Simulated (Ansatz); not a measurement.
# Structures of Hg₃O₂: which is lowest?

Plane-wave DFT in Ansatz with scalar-relativistic PAW potentials, cutoff 420 eV, Γ-centred meshes chosen by cell and gap, Gaussian smearing with energies taken to zero width. Every cell was relaxed (cell and atoms) in a run of its own, within the symmetry of its start. Functional: PBE.

Relaxed structures (starts from databases or built by putting these elements on another compound's sites):
A. P-3m1, 5 atoms in the computed cell, a = 3.843 Å, c = 7.940 Å; sites (symmetry × multiplicity) Hg -3m. × 1 + 3m. × 2, O 3m. × 2; start: built
B. R-3c, 10 atoms in the computed cell, a = 5.887 Å, c = 21.784 Å; sites (symmetry × multiplicity) Hg .2 × 18, O 3. × 12; start: built

Problem. Rank them by energy. Could pressure change the order?

Solution.
| structure | group | E − E(lowest) (meV/atom) | V (Å³/atom) | gap on mesh (eV) |
| --- | --- | --- | --- | --- |
| B | R-3c | 0.0 | 21.79 | 1.40 |
| A | P-3m1 | 40 | 20.31 | 0.00 |

B is lowest, 40 meV/atom under A. A is denser by 1.48 Å³/atom, so pressure favours it: ΔE/ΔV, with ΔE in eV and 1 eV/Å³ = 160.2 GPa, gives about 4.4 GPa for equal enthalpy if both cells were rigid, a rough figure since the two compress differently. Without a dispersion term the weakly bound lowest cell is too large, so ΔV and this pressure are artefacts in part: a slight pressure closes the gap between layers first. Other structures may lie lower than all of these, and vibrations aren't counted.

Spin-orbit coupling is left out, which matters for the bands of heavy elements.